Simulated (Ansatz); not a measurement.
Given:

Sb:
```
Sb
1.0
    0.00000     2.37382     2.37382
    2.37382     0.00000     2.37382
    2.37382     2.37382     0.00000
Sb
1
Direct
  0.00000   0.00000   0.00000
```

This is the r²SCAN+D4-relaxed structure.

**Question.** All from the program Ansatz at the r²SCAN+D4 level (PAW), unless another level is named. Estimate the electronic character.

**Answer.** metallic (no gap).

**Question.** What about the density of states at the Fermi level?

**Answer.** 0.68 states/eV per atom (mean over ±0.08 eV).

Space group Fm-3m (fcc (Cu type)). The workflow started from an entry of the Crystallography Open Database (COD), which files this formula under 5 space groups. It is not the phase usual at ambient conditions (space group No. 166). Symmetry was held in the r²SCAN+D4 relaxation. At this level the phase is mechanically unstable. Scalar-relativistic: spin–orbit coupling is off unless named, which matters more the heavier the elements.

Potentials: the later of the program's two PAW sets.
